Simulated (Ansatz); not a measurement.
HfC (rock salt)

```yaml
crystal:
  lattice:
    - [0.00000, 4.65154, 4.65154]
    - [2.32577, 2.32577, 4.65154]
    - [2.32577, 2.32577, 0.00000]
  atoms:
    - { symbol: C, position: [0.00000, 0.00000, 0.00000] }
    - { symbol: C, position: [0.50000, 0.00000, 0.00000] }
    - { symbol: Hf, position: [0.00000, 0.50000, 0.50000] }
    - { symbol: Hf, position: [0.50000, 0.50000, 0.50000] }
```

A phonon eigenvector at X = (0.5, 0.5, 0.0) is frozen into this cell: atom i moves by Q times the vector below, so Q is the largest atomic displacement, in Å. The cell is held. (q is in reciprocal vectors of the primitive cell; the cell shown is doubled to hold the pattern.)

| atom | x | y | z |
|---|---|---|---|
| C1 | 0.000 | 0.000 | 1.000 |
| C2 | 0.000 | 0.000 | -1.000 |
| Hf3 | 0.000 | 0.000 | 0.001 |
| Hf4 | 0.000 | 0.000 | -0.001 |

All values below come from PBE (plane waves to 420 eV, PAW, scalar-relativistic; Ansatz, a quantum-chemistry and plane-wave program). k mesh 17×17×17 (Γ-centred), Fermi-Dirac smearing 0.05 eV. E stands for the smeared free energy. With partly filled bands, energies and forces of such displacements shift with the k mesh and the smearing. HfC is run without spin polarisation. HfC was relaxed with its symmetry unable to fall. Spin-orbit coupling is left out, though Hf is heavy. ΔE is measured from the undisplaced structure. The last digit holds for this mesh only.

```json
[
 {"Q (Å)": "-0.1000", "ΔE (meV/cell)": "withheld"},
 {"Q (Å)": "-0.0833", "ΔE (meV/cell)": "100.5"},
 {"Q (Å)": "-0.0667", "ΔE (meV/cell)": "64.2"},
 {"Q (Å)": "-0.0500", "ΔE (meV/cell)": "36.0"},
 {"Q (Å)": "-0.0333", "ΔE (meV/cell)": "16.0"},
 {"Q (Å)": "-0.0167", "ΔE (meV/cell)": "4.0"},
 {"Q (Å)": "0.0000", "ΔE (meV/cell)": "0.0"},
 {"Q (Å)": "0.0167", "ΔE (meV/cell)": "4.0"},
 {"Q (Å)": "0.0333", "ΔE (meV/cell)": "16.0"},
 {"Q (Å)": "0.0500", "ΔE (meV/cell)": "36.0"},
 {"Q (Å)": "0.0667", "ΔE (meV/cell)": "64.2"},
 {"Q (Å)": "0.0833", "ΔE (meV/cell)": "100.5"},
 {"Q (Å)": "0.1000", "ΔE (meV/cell)": "withheld"}
]
```

Question: Fit an even polynomial form (powers 2, 4) to the given rows and predict ΔE at Q = -0.1000.

Answer: Least squares on the 11 given rows: ΔE = (14360)·Q² + (18090)·Q⁴, in meV/cell with Q in Å; root-mean-square residual 0.03 meV/cell. At -0.1000 the fit gives 145.4 meV/cell; the calculation gives 145.1 meV/cell, so the extrapolation is off by 0.3 (+0.2 %). The quadratic term alone would give 143.6 meV/cell.

(A displaced cell: forces are minus the slopes of the energy, force constants its curvatures, and phonons follow from these.)
